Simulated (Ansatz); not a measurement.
According to PBE (plane waves, PAW; program Ansatz), GaSiSnN in the trigonal phase (R3m; Ga on 3a, N on 3a, Sn on 3a, Si on 3a) relaxes to a = 3.802 Å, c = 18.708 Å. Against the elements it lies at 32 kJ/mol of atoms, with no fitted shifts.

Electronic character: metallic (no gap).

The start of the workflow was typed in or built on a structure type; neither database checked (COD, Materials Project) lists it. Whether it is the stable phase at ambient conditions was not checked. The PBE relaxation kept the symmetry of its start; whether a distortion lowers the energy is not shown. Its formation energy is positive at this level, so the cell may be metastable or incomplete. The references are the lowest solids computed at this level, not always the standard phases (solids in place of the gases). Spin–orbit coupling is left out wherever it is not named.

Potentials: the earlier of the program's two PAW sets.
